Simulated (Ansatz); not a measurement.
**Notes on BiPt**

```xyz
4
Lattice="4.3457 0.0000 0.0000 -2.1729 3.7635 0.0000 0.0000 0.0000 5.5291" Properties=species:S:1:pos:R:3 pbc="T T T"
Pt    0.0000    0.0000    0.0000
Pt    0.0000    0.0000    2.7646
Bi    0.0000    2.5090    1.3823
Bi    2.1729    1.2545    4.1468
```

Level: r2SCAN, no spin polarisation; 500 eV; 9×9×6 Γ-centred mesh; fermi-dirac occupations (width 0.1 eV); Ansatz 0.2.0, fixed geometry.

Problem. What do density and ELF say about some of the short contacts?

Solution. Pt–Pt at 2.76 Å: least valence density 0.39 e/Å³ and ELF 0.32 there. Pt–Bi at 2.86 Å: least valence density 0.34 e/Å³ and ELF 0.34 there. These are pseudo-fields; inside the PAW spheres they differ from the all-electron ones.

Problem. Is the cell too large or too small?

Solution. The pressure is 2.2 GPa (compression positive), so with the atoms held at these fractions the cell would first expand.

Problem. What is the formation energy?

Solution. -0.27 eV an atom against the elements' usual phases (free molecules for gases, crystals otherwise, with no correction for O₂ or N₂), so it is bound against them; other compounds may still compete. Relaxing would lower it.

Problem. What happens at the Fermi level?

Solution. It is a metal, with about 2 states/eV a cell as the mean within 0.25 eV of the Fermi level, mostly Bi p (49 %) and Pt d (38 %).

Problem. Give the Bader charges.

Solution. Bader charges in e: Bi +0.71, Pt -0.71. In the mean Bi gives up most and Pt takes most.

Origin: a database entry at a rescaled volume.
